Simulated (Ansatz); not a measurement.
Values for one crystal, relaxed and computed with DFT-r²SCAN in the program Ansatz with PAW potentials; other levels are named.

Volume per atom: 18.60 Å³
Electronic character: metallic (no gap)
Density of states at the Fermi level: 0.35 states/eV per atom (mean over ±0.08 eV)
Formation energy from the elements (no fitted shifts): -764 meV/atom

Which compound is it?
A) LaAl2Ge2, P-3m1 (Ge on 2d, Al on 2d, La on 1a)
B) Hf5Ge4, Pnma (Pearson symbol oP36)
C) Ta5Ge3, I4/mcm (Ta on 16l, Ta on 4c, Ge on 8h, Ge on 4a)
D) Hf2N, anti-rutile

B, Hf5Ge4, Pnma (Pearson symbol oP36)

The workflow started from a Materials Project entry (that database holds measured and hypothetical structures alike); the Crystallography Open Database copy checked does not list it. Its standing as an ambient phase is unchecked. The r²SCAN relaxation kept the symmetry of its start; whether a distortion lowers the energy is not shown. No spin polarisation was allowed. The references are the lowest solids computed at this level, not always the standard phases. Scalar-relativistic: spin–orbit coupling is off unless named, which matters more the heavier the elements.

Potentials: the later of the program's two PAW sets.
